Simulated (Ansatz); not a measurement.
# Zincblende alloy of GaAs and AlAs (6 of 32 Ga sites exchanged), 64 atoms

Theory: DFT, r2SCAN, PAW, plane waves in Ansatz 0.2.0.

The input as it was run:

```yaml
crystal:
  lattice:
    - [11.324404, 0.000000, 0.000000]
    - [0.000000, 11.324404, 0.000000]
    - [0.000000, 0.000000, 11.324404]
  atoms:
    - { symbol: Ga, position: [0.000933, 0.999856, 0.999350] }
    - { symbol: Ga, position: [0.000835, 0.999801, 0.500031] }
    - { symbol: Ga, position: [0.000486, 0.500478, 0.999786] }
    - { symbol: Ga, position: [0.000558, 0.499791, 0.500282] }
    - { symbol: Ga, position: [0.501031, 0.999492, 0.999509] }
    - { symbol: Ga, position: [0.501030, 0.999533, 0.499653] }
    - { symbol: Ga, position: [0.501007, 0.499851, 0.999846] }
    - { symbol: Ga, position: [0.500771, 0.500018, 0.499497] }
    - { symbol: Ga, position: [0.250078, 0.250400, 0.999530] }
    - { symbol: Ga, position: [0.249897, 0.250564, 0.500003] }
    - { symbol: Ga, position: [0.250417, 0.749970, 0.999830] }
    - { symbol: Ga, position: [0.249528, 0.750778, 0.499821] }
    - { symbol: Ga, position: [0.749921, 0.250775, 0.999605] }
    - { symbol: Ga, position: [0.750237, 0.250161, 0.499932] }
    - { symbol: Ga, position: [0.750352, 0.750781, 0.999696] }
    - { symbol: Ga, position: [0.750544, 0.750453, 0.499684] }
    - { symbol: Ga, position: [0.250179, 0.000135, 0.250440] }
    - { symbol: Ga, position: [0.250030, 0.999961, 0.750590] }
    - { symbol: Ga, position: [0.250433, 0.499334, 0.250801] }
    - { symbol: Ga, position: [0.249871, 0.500025, 0.750420] }
    - { symbol: Ga, position: [0.749910, 0.999866, 0.250725] }
    - { symbol: Ga, position: [0.750767, 0.999950, 0.750479] }
    - { symbol: Ga, position: [0.749861, 0.499388, 0.250922] }
    - { symbol: Ga, position: [0.750651, 0.499787, 0.750245] }
    - { symbol: Ga, position: [0.000337, 0.249652, 0.749651] }
    - { symbol: Ga, position: [0.999956, 0.749755, 0.749505] }
    - { symbol: As, position: [0.125859, 0.124872, 0.124698] }
    - { symbol: As, position: [0.125329, 0.124935, 0.625074] }
    - { symbol: As, position: [0.126162, 0.624662, 0.124998] }
    - { symbol: As, position: [0.125286, 0.625050, 0.624965] }
    - { symbol: As, position: [0.625939, 0.124574, 0.124576] }
    - { symbol: As, position: [0.625809, 0.124387, 0.624642] }
    - { symbol: As, position: [0.626189, 0.624581, 0.124741] }
    - { symbol: As, position: [0.626191, 0.624491, 0.624600] }
    - { symbol: As, position: [0.375128, 0.375519, 0.124729] }
    - { symbol: As, position: [0.374778, 0.375876, 0.624633] }
    - { symbol: As, position: [0.375032, 0.875807, 0.124667] }
    - { symbol: As, position: [0.374851, 0.875589, 0.624591] }
    - { symbol: As, position: [0.875060, 0.375557, 0.124695] }
    - { symbol: As, position: [0.875393, 0.374777, 0.624990] }
    - { symbol: As, position: [0.875049, 0.875756, 0.124644] }
    - { symbol: As, position: [0.875389, 0.875071, 0.624862] }
    - { symbol: As, position: [0.375098, 0.124846, 0.375742] }
    - { symbol: As, position: [0.375328, 0.125017, 0.875314] }
    - { symbol: As, position: [0.374948, 0.625078, 0.375602] }
    - { symbol: As, position: [0.375463, 0.624884, 0.875372] }
    - { symbol: As, position: [0.875170, 0.124615, 0.375515] }
    - { symbol: As, position: [0.875479, 0.125192, 0.875046] }
    - { symbol: As, position: [0.875148, 0.624509, 0.375424] }
    - { symbol: As, position: [0.875266, 0.625146, 0.874820] }
    - { symbol: As, position: [0.124228, 0.374069, 0.374304] }
    - { symbol: As, position: [0.124624, 0.374800, 0.874528] }
    - { symbol: As, position: [0.124163, 0.874110, 0.373801] }
    - { symbol: As, position: [0.124952, 0.874162, 0.874403] }
    - { symbol: As, position: [0.624038, 0.373646, 0.374153] }
    - { symbol: As, position: [0.624329, 0.374131, 0.873743] }
    - { symbol: As, position: [0.624165, 0.873541, 0.373912] }
    - { symbol: As, position: [0.624421, 0.873882, 0.873644] }
    - { symbol: Al, position: [0.999315, 0.249194, 0.248987] }
    - { symbol: Al, position: [0.999116, 0.748975, 0.248755] }
    - { symbol: Al, position: [0.499241, 0.248690, 0.248743] }
    - { symbol: Al, position: [0.499321, 0.249208, 0.748451] }
    - { symbol: Al, position: [0.499233, 0.748788, 0.248460] }
    - { symbol: Al, position: [0.499479, 0.749014, 0.748429] }
  symmetry: { detect: false }
kpoints:
  mp_grid: { grid: [1, 1, 1], shift: [0.25, 0.25, 0.25] }
hamiltonian:
  xc: r2scan
scf:
  occupations: { method: fermi_dirac, width: 0.01 }
output:
  forces: true
  eigenvalues: true
  populations: true
  eigenstates: { kpoints: [[0.25, 0.25, 0.25]], e_range: [-6.0, 6.0], localisation: true }
```

Launch command:

```sh
ansatz run in.yaml --threads 4 --pin off --max-ram 61750MiB --runs-dir r --events-out ev --progress --plain --backend cuda --devices 0, --max-vram 37GiB
```

The program printed, less machine lines and repeats, with […] for rows cut from tables:

```
Pseudopotentials: kind: paw
Functional definition: r2SCAN
  parameter k0 = 0.174
  parameter k1 = 0.065
  parameter a1 = 4.9479
  exchange = r2scan_x(k0 = k0, k1 = k1, a1 = a1)
  correlation = r2scan_c
Crystal: 64 atoms, lattice volume = 1452.266 Å³
Basis set: ecut = 500 eV, 37073 PW (Γ), exchange–correlation on 360×360×360 points (64 copies of the dense FFT grid, shifted against one another)
Bands: 502, of which v1, the nominal top of the filled ones, is band 418 counted from 1 (417 counted from 0)
Symmetry: 1 space group operations
k-points: 1
Non-local potential: Ga, projectors of the file, l = 0: 2, l = 1: 2, l = 2: 3, l = 3: 1
Non-local potential: As, projectors of the file, l = 0: 2, l = 1: 2, l = 2: 3, l = 3: 1
Non-local potential: Al, projectors of the file, l = 0: 2, l = 1: 2, l = 2: 1
PAW form: soft (Blöchl's): semilocal exchange-correlation on the pseudo side does not see the compensation charge
PAW frozen core: Ga, regenerated for the run's functional (the file was generated under x = pbe(κ = 0.804, μ = 0.2195149727645171), c = pbe(β = 0.06672455060314922))
PAW frozen core: As, regenerated for the run's functional (the file was generated under x = pbe(κ = 0.804, μ = 0.2195149727645171), c = pbe(β = 0.06672455060314922))
PAW frozen core: Al, regenerated for the run's functional (the file was generated under x = pbe(κ = 0.804, μ = 0.2195149727645171), c = pbe(β = 0.06672455060314922))
PAW one-centre angular grid: Ga, 590 points (default); XC on 160 Gauss nodes
PAW one-centre angular grid: As, 590 points (default); XC on 160 Gauss nodes
PAW one-centre angular grid: Al, 302 points (default); XC on 160 Gauss nodes
Initial density: superposition of atomic densities (neutral atoms: chi_scale 0, normalization atom), corrected by the library's trained network
Initial wavefunctions: pseudopotential atomic-orbital guess
Functional: x = r2scan, c = r2scan; τ floored in thin density (d = 2e-4 eV/Å³)
SCF iter   1: F=—  HF=-257486.587706 eV  |F-HF|=—  |Δ(HF+E_count)|=         —  Δρ=7.50e-3  dr2=3.96e-1  dr2_τ=1.67e-1  ethr=1.77e-3  ⟨swp⟩=6.0  Hψ=1822  notcnv=0  defer=8
preconditioner: auto → Resta (q_TF=auto, 2.488 Å⁻¹)  ε∞=3.3  [insulator: Δε(μ)=1.848 eV  Ē_g=14.592 eV  σ=0.010 eV  W_gap=1.00  n_scr=388 (ndim 8)  ℏωp=22.1 eV  f_vac=0.071  D(μ)=0.00/eV (n_scr^D=0)  ε∞_Penn≈3.3]
SCF iter   2: F=—  HF=-257486.949763 eV  |F-HF|=—  |Δ(HF+E_count)|=   3.62e-1  Δρ=2.29e-3  dr2=6.47e-2  dr2_τ=1.14e-3  ethr=4.74e-5  ⟨swp⟩=3.0  Hψ=1004  notcnv=0  defer=80
SCF iter   3: F=—  HF=-257486.947443 eV  |F-HF|=—  |Δ(HF+E_count)|=   2.32e-3  Δρ=1.81e-3  dr2=2.95e-2  dr2_τ=1.74e-4  ethr=7.74e-6  ⟨swp⟩=2.0  Hψ=684  notcnv=0  defer=80
SCF iter   4: F=—  HF=-257486.953557 eV  |F-HF|=—  |Δ(HF+E_count)|=   6.11e-3  Δρ=6.13e-4  dr2=5.02e-3  dr2_τ=3.84e-5  ethr=3.53e-6  ⟨swp⟩=3.0  Hψ=844  notcnv=0  defer=80
SCF iter   5: F=—  HF=-257486.954296 eV  |F-HF|=—  |Δ(HF+E_count)|=   7.39e-4  Δρ=1.57e-4  dr2=3.67e-4  dr2_τ=5.07e-6  ethr=6.01e-7  ⟨swp⟩=2.0  Hψ=843  notcnv=0  defer=80
SCF iter   6: F=—  HF=-257486.949176 eV  |F-HF|=—  |Δ(HF+E_count)|=   5.12e-3  Δρ=4.64e-5  dr2=4.40e-5  dr2_τ=4.78e-7  ethr=4.38e-8  ⟨swp⟩=2.0  Hψ=800  notcnv=0  defer=80
SCF iter   7: F=—  HF=-257486.951844 eV  |F-HF|=—  |Δ(HF+E_count)|=   2.67e-3  Δρ=9.04e-6  dr2=2.00e-6  dr2_τ=1.44e-8  ethr=5.26e-9  ⟨swp⟩=2.0  Hψ=550  notcnv=0  defer=80
SCF iter   8: F=—  HF=-257486.951845 eV  |F-HF|=—  |Δ(HF+E_count)|=   7.71e-7  Δρ=2.73e-6  dr2=2.42e-7  dr2_τ=1.79e-9  ethr=2.39e-10  ⟨swp⟩=2.0  Hψ=840  notcnv=0  defer=80
SCF iter   9: F=-257486.951845 eV  HF=-257486.951845 eV  |F-HF|=3.48e-8  |Δ(HF+E_count)|=   6.27e-8  Δρ=1.20e-6  dr2=2.56e-8  dr2_τ=2.30e-10  ethr=1.20e-11  ⟨swp⟩=11.0  Hψ=2716  notcnv=0
SCF 1 converged in 9 iterations: F = -257486.951845 eV  dr2 = 2.56e-8
  greatest PAW one-centre occupation: 0.999 electrons in one spin orbital (limit 2), on the As atom at site 27 (counted from 0), in its partial waves of l = 2
NSCF: frozen V_eff on 1 k-points
SCF converged after 9 iterations
Free energy (F): -257486.951845 eV
Harris-Foulkes:  -257486.951845 eV  (|F-HF|=3.48e-8)
Internal energy: -257486.951845 eV  (E = F + TS)
E sigma→0 (E₀):  -257486.951845 eV
Fermi energy:    8.273240 eV
--- Per-component energies (eV) ---
  E_band       = -10373.995195
  E_kinetic    = 6443.010914
  E_local      = -118090.524009  (includes V_loc(G=0)·N_el)
  E_nonlocal   = -10274.506782
  E_hartree    = 59904.515300
  E_xc         = -4218.591079
  E_vxc        = -4434.878951  (∫ρ·V_xc dr)
  E_paw        = -114081.864781  (= ΣΔE_a)
  E_vpaw       = -4054.596994  (= ΣTr[D̂ρ^β])
  E_aug_tail   = -0.001165  (compensation charges beyond the density's cutoff)
  E_vtau       = 228.492276  (kinetic-family band-sum trace: ∫τ·v_τ [+ j·A + Jᵃ·Aᵃ] dr)
  E_ewald      = -77105.012732
  E_core_change = -63.977513  (= ΣΔE_core)
  E_smearing   = -0.000000  (= −TS)
  E_closure    = -0.000000  (closes the sum)
  Σ components = -257486.951845   (vs F -257486.951845, Δ=0.00e0)
--- Forces (eV/Å), atoms counted from 1 ---
  atom   1  Ga    -0.00636818     0.01355742     0.01660839
  atom   2  Ga    -0.00193456    -0.00174061     0.00864486
  atom   3  Ga     0.01210120    -0.01071790     0.00092290
  atom   4  Ga     0.00872991     0.00040344     0.00207480
  atom   5  Ga    -0.00090924     0.02310461    -0.00235212
  atom   6  Ga    -0.01555990     0.00287906    -0.00082292
  atom   7  Ga     0.00617417    -0.00255742    -0.00582511
  atom   8  Ga     0.00322558    -0.00230671     0.01934830
  atom   9  Ga     0.00827269     0.01109552     0.01371043
  atom  10  Ga    -0.00135484     0.00193624     0.01020642
  atom  11  Ga    -0.00250609     0.02653473     0.00417937
  atom  12  Ga     0.01562830    -0.00199125     0.00558242
  atom  13  Ga     0.03168376    -0.00878760    -0.00577728
  atom  14  Ga     0.00315951    -0.00012349     0.00631138
  atom  15  Ga    -0.00173041    -0.01040644    -0.01252205
  atom  16  Ga    -0.00801379    -0.01776163     0.01622891
  atom  17  Ga    -0.00146813    -0.01117351     0.02276011
  atom  18  Ga     0.00585467     0.01116176    -0.00903249
  atom  19  Ga    -0.01360601     0.02872193     0.01108619
  atom  20  Ga     0.00853009     0.02355991     0.00931078
  atom  21  Ga     0.00950565    -0.01428966     0.00041533
  atom  22  Ga    -0.00674607    -0.00791004    -0.00306724
  atom  23  Ga     0.01577102     0.00623802    -0.01075956
  atom  24  Ga     0.00216062    -0.01333382     0.00875334
  atom  25  Ga    -0.02061319     0.00579772     0.00440577
  atom  26  Ga     0.00095416    -0.00570119    -0.00165911
  atom  27  As    -0.04346710     0.01880682     0.00703916
  atom  28  As     0.00823260    -0.00778851    -0.00834826
  atom  29  As    -0.04627702     0.01055476     0.01698216
  atom  30  As    -0.01163168    -0.00172258    -0.00119321
  atom  31  As    -0.04440433     0.01885784     0.00669701
  atom  32  As    -0.02222188     0.02649478     0.02134423
  atom  33  As    -0.03949599     0.02198326     0.00468012
  atom  34  As    -0.04417278     0.02951367    -0.00283146
  atom  35  As     0.02214907    -0.04920839     0.00148867
  atom  36  As     0.02933357    -0.04356220     0.00606779
  atom  37  As     0.01980894    -0.05587585     0.01009174
  atom  38  As     0.01576088    -0.03694188     0.01567401
  atom  39  As     0.00039562    -0.02345009     0.00987767
  atom  40  As    -0.00754007    -0.00801104    -0.00128630
  atom  41  As     0.01678120    -0.03079864     0.01309760
  atom  42  As    -0.00314918    -0.00392290     0.00008226
  atom  43  As     0.01084183     0.00492398    -0.04252245
  atom  44  As     0.01492441     0.00087382    -0.02979639
  atom  45  As     0.00686484     0.00692070    -0.05012560
  atom  46  As     0.00690669     0.00045235    -0.04472988
  atom  47  As     0.01110124     0.02378621    -0.03973907
  atom  48  As    -0.00774458     0.00430338    -0.00164866
  atom  49  As     0.01033554     0.01717286    -0.03679737
  atom  50  As    -0.00384061     0.00950220     0.00440979
  atom  51  As    -0.00615111    -0.00590083    -0.01341469
  atom  52  As    -0.00290466    -0.01260415     0.00281477
  atom  53  As    -0.00464361     0.00842316    -0.01143453
  atom  54  As    -0.00219435    -0.00195510     0.00487837
  atom  55  As     0.00413002    -0.00794303    -0.00903690
  atom  56  As    -0.00417958    -0.00045603    -0.00691699
  atom  57  As     0.01117863     0.01129292    -0.01601706
  atom  58  As     0.00927032     0.00731497    -0.00065097
  atom  59  Al     0.00597539    -0.00634177     0.00793769
  atom  60  Al     0.01818348     0.00424414     0.01176426
  atom  61  Al     0.00735911     0.01011874     0.01296859
  atom  62  Al     0.00749492     0.00404587     0.01522282
  atom  63  Al     0.00195559     0.00974654     0.02272202
  atom  64  Al     0.00404743     0.00090492     0.01185900
  max |Σ_I F_I| component: 5.83e-5 eV/Å
--- Band table (eV) ---
  k-point 0: bands = ["-28.1523", "-28.1521", "-28.1516", "-28.1511", "-28.1501", "-28.1500", "-28.1499", "-28.1493", "-28.1408", "-28.1404", "-28.1403", "-28.1403", "-28.1402", "-28.1401", "-28.1397", "-28.1394", "-28.1390", "-28.1384", "-28.1383", "-28.1380", "-28.1380", "-28.1378", "-28.1375", "-28.1371", "-28.1241", "-28.1240", "-28.1239", "-28.1236", "-28.1235", "-28.1234", "-28.1234", "-28.1 …
--- Löwdin populations: 64 sites ---
  site symbol       q [e]
     0     Ga     12.9019
     1     Ga     12.9015
     2     Ga     12.9020
     3     Ga     12.9014
     4     Ga     12.8979
     5     Ga     12.8982
     6     Ga     12.8980
     7     Ga     12.8983
     8     Ga     12.9004
     9     Ga     12.8996
    10     Ga     12.9005
    11     Ga     12.8994
    12     Ga     12.8994
    13     Ga     12.9001
    14     Ga     12.8996
    15     Ga     12.9002
    16     Ga     12.8980
    17     Ga     12.9021
    18     Ga     12.8980
    19     Ga     12.9020
    20     Ga     12.8982
    21     Ga     12.9014
    22     Ga     12.8983
    23     Ga     12.9014
    24     Ga     12.9079
    25     Ga     12.9078
    26     As     15.1382
    27     As     15.0489
    28     As     15.1384
    29     As     15.0489
    30     As     15.1390
    31     As     15.1389
    32     As     15.1393
    33     As     15.1392
    34     As     15.1383
    35     As     15.1392
    36     As     15.1384
    37     As     15.1393
    38     As     15.1395
    39     As     15.0488
    40     As     15.1393
    41     As     15.0487
    42     As     15.1391
    43     As     15.1384
    44     As     15.1390
    45     As     15.1382
    46     As     15.1387
    47     As     15.0491
    48     As     15.1388
    49     As     15.0488
    50     As     15.1390
    51     As     15.0486
    52     As     15.1389
    53     As     15.0485
    54     As     15.1386
    55     As     15.1389
    56     As     15.1386
    57     As     15.1391
    58     Al      2.5648
    59     Al      2.5647
    60     Al      2.5648
    61     Al      2.5647
    62     Al      2.5648
    63     Al      2.5646
  spilling = 0.001765 (of n_electrons = 836.000000)
```

Total energies depend on the potentials used, so only differences within one code and one set of settings carry meaning.

Time: 10 s of wall time on one NVIDIA H100 with 4 processor threads, on a host shared with other runs; peak host memory 3.9 GiB.
